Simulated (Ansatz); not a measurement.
**Two states of GdGa3Cu**

```
Gd Cu Ga
1.0
    -0.03582    4.14745    0.03092
     4.10480   -0.03582   -0.02523
     2.06676    2.01628   -5.32934
Gd Cu Ga
1 1 3
Cartesian
  2.1013 2.0371 -4.0141
  4.0482 4.1102 -5.1178
  2.0703 3.9893 -1.4858
  3.8733 1.8857 -1.3718
  3.9782 4.2063 -2.7817
```

Single point in Ansatz 0.2.0 with r2SCAN, with U_eff = 4.73 eV on Cu d, U_eff = 2.39 eV on Gd f (all-electron-ortho-atomic projectors). Cutoff 500 eV, PAW datasets, 5×5×4 (shifted by 0.5, 0, 0 steps) k mesh, fermi-dirac filling (width 0.1 eV).

State A: Gd1 up (collinear spin). State B: no moments (no spin polarisation).

**Question.** Compare the two self-consistent states.

**Answer.** State A is lower by 1665.8 meV an atom at zero smearing; in free energy at this smearing B lies +1660.3 meV an atom from A.

| state | free energy (meV/atom) | largest moment in a small sphere (μB) | net moment (μB/cell) | gap on mesh (eV) | pressure (GPa) | largest force (eV/Å) |
| --- | --- | --- | --- | --- | --- | --- |
| A | 0.0 | 7.12 | 7.17 | metal | 2.1 | 2.75 |
| B | 1660.3 | 0.00 | 0.00 | metal | 5.1 | 2.58 |

Origin: a strained cell with displaced atoms, so it need not be a known compound. Caveats: the k mesh is coarse if the cell is a metal; atoms or cell far from equilibrium; open f shell without moments.
